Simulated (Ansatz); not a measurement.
One crystal and one scan (frozen-phonon scan) at two levels, r2SCAN (plane waves to 500 eV, PAW, scalar-relativistic; Ansatz, a program for electronic structure) and PBE (plane waves to 420 eV, PAW, scalar-relativistic; Ansatz), each from its own relaxed cell and on its own mesh. The cell shown is that of r2SCAN.

Relaxed CdS (zinc blende):

```
CdS
1.0
    0.00000     5.87906     5.87906
    2.93953     0.00000     2.93953
    2.93953     2.93953     0.00000
S Cd
2 2
Cartesian
  4.40930   4.40930   4.40930
  4.40930   7.34883   7.34883
  0.00000   0.00000   0.00000
  2.93953   2.93953   5.87906
```

A phonon eigenvector at L = (0.5, 0.0, 0.0) is frozen into this cell: atom i moves by Q times the vector below, so Q is the largest atomic displacement, in Å. The cell is held. (q is in reciprocal vectors of the primitive cell; the cell shown is doubled to hold the pattern.)

```tsv
atom	x	y	z
S1	0.577	-0.577	-0.577
S2	-0.577	0.577	0.577
Cd3	-0.051	0.051	0.051
Cd4	0.051	-0.051	-0.051
```

CdS was relaxed with its symmetry unable to fall. The PAW data are Ansatz's earlier set. Percentages come from the unrounded values. Both scans cover Q from -0.100 to 0.100 Å.

Results of r2SCAN:

```
Property                                                                                                                                           Value
----------------------------------------------------------------------------------------  --------------------------------------------------------------
Lattice constant a (Å)                                                                                                                             5.879
Energy at Q = 0.100 Å (meV/cell)                                                                                                                   107.0
Harmonic wavenumber from the curvature (finite differences) (cm⁻¹ (negative: imaginary))                                                             296
Space group of the distorted cell                                                                                      R3m (No. 160), lowered from F-43m
Symmetry of the curve                                                                                                      even: the same for both signs
Shape of the curve                                                                        a single well with its minimum at or next to zero displacement
```

Q: What does PBE give for the same quantities?

A: 
```csv
quantity,PBE,r2SCAN − PBE
Lattice constant a (Å),5.927,-0.048 (-0.8 %)
Energy at Q = 0.100 Å (meV/cell),95.9,+11.1 (+12 %)
Harmonic wavenumber from the curvature (finite differences) (cm⁻¹ (negative: imaginary)),281,+15 (+5 %)
```

r2SCAN gives the higher value for: energy at Q = 0.100 Å; harmonic wavenumber from the curvature. r2SCAN gives the lower value for: lattice constant a. Both give the same space group of the distorted cell: R3m (No. 160), lowered from F-43m.

(For displaced atoms, the force is minus the slope of the energy, and its curvature is a force constant, which sets phonon frequencies.)
